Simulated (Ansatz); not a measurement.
Computed properties of Rb₂ScAgCl₆

Rb₂ScAgCl₆:
```cif
data_AgCl6Rb2Sc
_chemical_formula_sum 'Rb2 Sc1 Ag1 Cl6'
_space_group_name_H-M_alt 'P 1'
_space_group_IT_number 1
_cell_length_a 7.32487
_cell_length_b 7.32487
_cell_length_c 7.32487
_cell_angle_alpha 60.000
_cell_angle_beta 60.000
_cell_angle_gamma 60.000
loop_
_space_group_symop_operation_xyz
  'x, y, z'
loop_
_atom_site_label
_atom_site_type_symbol
_atom_site_fract_x
_atom_site_fract_y
_atom_site_fract_z
_atom_site_occupancy
Rb1 Rb 0.75000 0.75000 0.75000 1
Rb2 Rb 0.25000 0.25000 0.25000 1
Sc1 Sc 0.00000 0.00000 0.00000 1
Ag1 Ag 0.50000 0.50000 0.50000 1
Cl1 Cl 0.76021 0.23979 0.23979 1
Cl2 Cl 0.23979 0.76021 0.76021 1
Cl3 Cl 0.23979 0.76021 0.23979 1
Cl4 Cl 0.76021 0.23979 0.76021 1
Cl5 Cl 0.23979 0.23979 0.76021 1
Cl6 Cl 0.76021 0.76021 0.23979 1
```

Space group Fm-3m (No. 225); conventional cell a = b = c = 10.3589 Å, α = β = γ = 90.00°.

Method: r²SCAN (plane waves, PAW; program Ansatz). Geometry: relaxed at this level of theory. Other levels are named where they apply.

### Cell and energy

Volume per atom: 27.79 Å³
Density: 3.21 g/cm³
Formation energy from the elements (no fitted shifts): -2.00 eV/atom

### Electronic structure

- Band gap: 3.57 eV (direct)
- Valence-band maximum: at L
- Conduction-band minimum: at L (4 equivalent valleys)
- Electron effective mass with spin–orbit coupling, band 1 of 2 at the edge: 12 along [100], 11 along [110], 10 along [111] (mₑ)
- Electron effective mass with spin–orbit coupling, band 2 of 2 at the edge: 3.9 along [100], 4.1 along [110], 4.2 along [111] (mₑ)
- HSE06 gap on the r²SCAN cell: 4.88 eV
- Gap with spin–orbit coupling: 3.54 eV

### Mechanics

Bulk modulus (Birch–Murnaghan fit): 31.0 GPa
Pressure derivative B′: 5.6

### Charges

- Bader charges: Rb +0.90, Sc +2.01, Ag +0.66, Cl -0.74 e

The workflow started from a Materials Project entry (that database holds measured and hypothetical structures alike); the Crystallography Open Database copy checked does not list it. Its standing as an ambient phase is unchecked. The r²SCAN relaxation kept the symmetry of its start; its stability against distortions is not shown here. No spin polarisation was allowed. The references are the lowest solids computed at this level, not always the standard phases (solids in place of the gases). Scalar-relativistic: spin–orbit coupling is off unless named, which matters more the heavier the elements.

Potentials: the later of the program's two PAW sets.
